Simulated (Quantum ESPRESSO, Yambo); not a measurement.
A free-standing WS$_{2}$ monolayer (symmetry P-6m2, slab cell 16.1 Å high) under biaxial strain of -3 % in the plane. The PBEsol cell relaxed from Materials Project entry mp-224 was given a biaxial strain of -3 % in the plane, and the atoms were relaxed again, with the Coulomb interaction truncated along z. Chain: PBEsol (pw.x of Quantum ESPRESSO, ONCV potentials, without SOC); G0W0 in Yambo (6×6×1 Γ-centred k mesh, bands 2 to 131 and a 8 Ry block in the screening, 131 bands in G with the Bruneval-Gonze terminator, plasmon pole fitted at 27.2 eV, slab-truncated Coulomb interaction, stochastic integration of W near q = 0); BSE (18×18×1 mesh, 6 valence and 4 conduction bands, static screening with 38 bands and a 3 Ry block, scissor 0.98 eV, Tamm-Dancoff, stochastic integration of W near q = 0).

| Property | Result |
|---|---|
| PBEsol gap (dense path) | 1.83 eV |
| PBEsol gap K → (0.167, 0.167) on the GW mesh | 1.83 eV |
| PBEsol smallest direct gap on the GW mesh, at K | 2.43 eV |
| G0W0 direct gap at that point | 3.41 eV |
| G0W0 correction to the gap K → (0.167, 0.167) | 0.77 eV |
| lowest exciton | no binding energy given (see below) |
| RPA in-plane polarisability along x | 6.13 Å (24×24×1 mesh, PBEsol bands) |

Rough cost of the Yambo steps against G0W0 for 6 states: BSE within a factor of two, one RPA spectrum about 1/6.

Convergence of the G0W0 settings was not tested. The BSE states are vertical excitations (zero momentum); the indirect quasiparticle gap, about 2.59 eV, is smaller than the direct one (3.41 eV on the GW mesh). Convergence of the RPA response with its 24×24×1 mesh was not tested. The lowest state covers only about 4 of the 324 k points, and no second mesh confirms it, so this run can't vouch for its energy or binding.

Spin-orbit coupling is left out, which matters for elements this heavy: edges can move by tenths of an eV.
